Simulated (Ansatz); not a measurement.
AlGaP₂:
```yaml
crystal:
  lattice:
    - [3.85974, 0.00000, 0.00000]
    - [0.00000, 3.85974, 0.00000]
    - [0.00000, 0.00000, 5.45068]
  atoms:
    - { symbol: Al, position: [0.50000, 0.50000, 0.50000] }
    - { symbol: Ga, position: [0.00000, 0.00000, 0.00000] }
    - { symbol: P, position: [0.00000, 0.50000, 0.24971] }
    - { symbol: P, position: [0.50000, 0.00000, 0.75029] }
```

Relaxed with PBEsol. Special points in fractions of this cell's reciprocal vectors: Γ (0.000, 0.000, 0.000); X (0.000, 0.500, 0.000); M (0.500, 0.500, 0.000); Z (0.000, 0.000, 0.500); R (0.000, 0.500, 0.500); A (0.500, 0.500, 0.500).

Q: List the band energies nearest the valence-band maximum at these points for DFT-PBEsol with spin–orbit coupling in the program Ansatz with PAW potentials.

A: In eV from the valence-band maximum; about four levels below and three above (degenerate sets whole), none deeper than 8.9 eV; points with the same levels are listed once.

```json
[
 {"k": "Γ", "below": "-0.02 -0.02 0.00 0.00", "above": "1.51 1.51 1.74 1.74"},
 {"k": "X", "below": "-1.06 -1.06 -1.06 -1.06", "above": "3.27 3.27 3.44 3.44"},
 {"k": "M", "below": "-2.43 -2.43 -2.39 -2.39", "above": "1.45 1.45 1.46 1.46"},
 {"k": "Z", "below": "-1.40 -1.40 -1.37 -1.37", "above": "2.18 2.18 2.55 2.55"},
 {"k": "R", "below": "-0.95 -0.95 -0.90 -0.90", "above": "1.64 1.64 2.64 2.64"},
 {"k": "A", "below": "-3.20 -3.20 -3.17 -3.17", "above": "4.36 4.36 4.36 4.36"}
]
```

Space group P-4m2. The workflow started from a Materials Project entry (that database holds measured and hypothetical structures alike); the Crystallography Open Database copy checked does not list it. With Al and Ga taken as one species the cell has the higher symmetry F-43m, so it may be an ordered model of a mixed-site phase. Whether it is the stable phase at ambient conditions was not checked. The PBEsol relaxation kept the symmetry of its start; its stability against distortions is not shown here.

Potentials: the later of the program's two PAW sets.
